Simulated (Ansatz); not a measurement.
An Ansatz (a first-principles code) run. Input:

Ansatz 0.2 input:
```yaml
crystal:
  lattice:
    - [2.9626296529, 0.0, 0.0]
    - [0.0, 2.9626296529, 0.0]
    - [0.0, 0.0, 8.6377102678]
  atoms:
    - { symbol: Ti, position: [0.5, 0.0, 0.8842200945] }
    - { symbol: N, position: [0.0, 0.5, 0.8725981782] }
    - { symbol: Ti, position: [0.0, 0.5, 0.1157799055] }
    - { symbol: N, position: [0.5, 0.0, 0.1274018218] }
    - { symbol: Mg, position: [0.5, 0.0, 0.3773598836] }
    - { symbol: O, position: [0.0, 0.5, 0.378053314] }
    - { symbol: Mg, position: [0.0, 0.5, 0.6226401164] }
    - { symbol: O, position: [0.5, 0.0, 0.621946686] }
kpoints:
  mp_grid: { grid: [14, 14, 5] }
hamiltonian:
  xc: r2scan
  pseudopotentials: { azcp: { folder: ./paw }, kind: paw }
scf:
  occupations: { method: gaussian, width: 0.05 }
checkpoint: { read: metal.run }
output: { write_density: true, elf: true, volumetric_format: npy }
basis: { fft_grid_basis: typed }
```

Output (shortened):

```
Pseudopotentials: kind: paw
Pseudopotential: Ti, paw, valence charge 12
Pseudopotential: N, paw, valence charge 5
Pseudopotential: Mg, paw, valence charge 10
Pseudopotential: O, paw, valence charge 6
Functional definition: r2SCAN
Crystal: 8 atoms, lattice volume = 75.815 Å³
Basis set: ecut = 500 eV, 1935 PW (Γ), exchange–correlation on 96×96×256 points (64 copies of the dense FFT grid, shifted against one another)
Bands: 49, of which v1, the nominal top of the filled ones, is band 33 counted from 1 (32 counted from 0)
Symmetry: 16 space group operations
Space group: P4/nmm (ITA 129), of the structure as read, at distance tolerance 4.2e-5 Å
k-points: 108 of 980
PAW frozen core: Ti, regenerated for the run's functional
PAW frozen core: N, regenerated for the run's functional
PAW frozen core: Mg, regenerated for the run's functional
PAW frozen core: O, regenerated for the run's functional
Initial density: read from a saved state, or passed on in memory by an earlier SCF of this step, an earlier step, the calling program or the single point that …
Stability of the state it starts from, as read at its close in the unpolarized treatment …
Initial wavefunctions: pseudopotential atomic-orbital guess
Eigensolver: davidson
Functional: x = r2scan, c = r2scan; τ floored in thin density (d = 2e-4 eV/Å³)
iter 1 solved again at ethr=4.01e-8 eV; its pass at ethr=3.10e-3 eV (dr2=2.65e-5 eV) is discarded
SCF iter   1: F=—  HF=-10782.300049 eV  |F-HF|=—  |Δ(HF+E_count)|=         —  Δρ=4.70e-7  dr2=3.16e-10  dr2_τ=9.17e-12  ethr=4.01e-8  ⟨swp⟩=3.1  Hψ=36280  notcnv=0
all-band conjugate gradients solve this SCF's bands
preconditioner: auto → Kerker (q_TF=auto, 2.666 Å⁻¹)
SCF iter   2: F=-10782.300049 eV  HF=-10782.300049 eV  |F-HF|=3.27e-11  |Δ(HF+E_count)|=   3.96e-8  Δρ=2.98e-7  dr2=6.52e-11  dr2_τ=1.31e-11  ethr=1.00e-12  ⟨swp⟩=7.6  Hψ=20221  notcnv=0
SCF 1 converged in 2 iterations: F = -10782.300049 eV  dr2 = 6.52e-11
SCF converged after 2 iterations
Free energy (F): -10782.300049 eV
Harris-Foulkes:  -10782.300049 eV  (|F-HF|=3.27e-11)
Internal energy: -10782.296734 eV  (E = F + TS)
E sigma→0 (E₀):  -10782.298392 eV
Entropy (-TS):   -0.003315 eV (-0.414 meV/atom)
Fermi energy:    14.185438 eV
--- Per-component energies (eV) ---
  E_band       = -852.671855
  E_kinetic    = 1312.800552
  E_local      = -5104.155141  (includes V_loc(G=0)·N_el)
  E_nonlocal   = 680.259231
  E_hartree    = 1795.618191
  E_xc         = -543.342457
  E_vxc        = -777.401632  (∫ρ·V_xc dr)
  E_paw        = -3297.340095  (= ΣΔE_a)
  E_vpaw       = -603.633821  (= ΣTr[D̂ρ^β])
  E_aug_tail   = 0.000532  (compensation charges beyond the density's cutoff)
  E_vtau       = 48.221859  (kinetic-family band-sum trace: ∫τ·v_τ [+ j·A + Jᵃ·Aᵃ] dr)
  E_ewald      = -5625.455205
  E_core_change = -0.682341  (= ΣΔE_core)
  E_smearing   = -0.003315  (= −TS)
  E_closure    =  0.000000  (closes the sum)
  Σ components = -10782.300049   (vs F -10782.300049, Δ=0.00e0)
  [band-id]    e_kinetic+e_local+e_nonlocal+2·e_hartree+e_vxc+e_vpaw+e_augmentation_tail+e_vtau = -852.672039   (vs E_band -852.671855, Δ=-1.83e-4)
--- Band table (eV; the first three rows and the last of 108) ---
  k-point 0: bands = ["-64.4502", "-64.4449", "-46.0295", "-45.9337", "-29.5928", "-29.5568", "-29.5469", "-29.5469", "-29.5330", "-29.5330", "-21.4200", "-21.1268", "-21.1268", "-21.0856", "-20.9780", "-20.9780", "-7.4927", "-6.7186", "-3.3214", "-2.6809", "6.8347", "7.6547", "8.4122", "9.2734", "9.2734", "9.8808", "9.8808", "11.0468", "11.1939", "11.1939", "11.5788", "11.6154", "11.6154", "13.0751", "14.5927", "14.5927", "15.1882", "15.4567", "15.8814", "16.7113", "16.7113", "18.0486", "18.2230", "20.7286", "21.4995", "21.7944", "24.2232", "24.2244", "25.8049"]
  k-point 1: bands = ["-64.4502", "-64.4449", "-46.0295", "-45.9336", "-29.5928", "-29.5568", "-29.5469", "-29.5469", "-29.5330", "-29.5330", "-21.4200", "-21.1268", "-21.1268", "-21.0856", "-20.9780", "-20.9780", "-7.4873", "-6.7264", "-3.3174", "-2.6813", "6.7149", "7.7097", "8.6483", "9.2676", "9.2676", "9.8927", "9.8927", "10.7588", "11.1987", "11.1987", "11.5792", "11.5977", "11.5977", "13.0743", "14.6064", "14.6064", "15.1882", "15.6927", "15.8814", "16.7047", "16.7047", "18.0313", "18.2512", "20.2881", "21.5181", "22.1653", "24.1782", "24.1871", "25.8738"]
  k-point 2: bands = ["-64.4502", "-64.4449", "-46.0295", "-45.9337", "-29.5928", "-29.5568", "-29.5469", "-29.5469", "-29.5330", "-29.5330", "-21.4199", "-21.1268", "-21.1268", "-21.0857", "-20.9780", "-20.9780", "-7.4783", "-6.7392", "-3.3108", "-2.6819", "6.5700", "7.7493", "9.2230", "9.2584", "9.2584", "9.9117", "9.9117", "10.1215", "11.2076", "11.2076", "11.5680", "11.5680", "11.5797", "13.0731", "14.6285", "14.6285", "15.1882", "15.8813", "16.0902", "16.6938", "16.6938", "17.9991", "18.2947", "19.7547", "21.5490", "22.5724", "24.1001", "24.1035", "26.1190"]
  k-point 107: bands = ["-64.4418", "-64.4418", "-45.9069", "-45.9069", "-29.5882", "-29.5882", "-29.5669", "-29.5669", "-29.5667", "-29.5667", "-21.4719", "-21.4719", "-21.2361", "-21.2361", "-21.1799", "-21.1799", "-6.2814", "-6.2814", "-2.2689", "-2.2689", "6.6929", "6.6929", "7.8000", "7.8000", "8.7229", "8.7229", "8.8944", "8.8944", "9.7886", "9.7886", "9.8730", "9.8730", "12.6383", "12.6383", "16.1229", "16.1229", "16.8527", "16.8527", "16.8972", "16.8972", "18.1425", "18.1425", "22.3007", "22.3007", "22.8559", "22.8559", "24.9994", "24.9994", "25.2411"]
  band table: 49 of 49 bands, residual norms ≤ 1.0e-3 eV
```

Cost: roughly 50 core-seconds on shared cores.

The start of the workflow was typed in or built on a structure type; neither database checked (COD, Materials Project) lists it. Whether it is the stable phase at ambient conditions was not checked. The r²SCAN relaxation kept the symmetry of its start; whether a distortion lowers the energy is not shown. The run is not spin-polarised. Without spin polarisation and U, an open-shell compound can come out a false metal.

Potentials: the earlier of the program's two PAW sets.

Ansatz is a plane-wave DFT program.
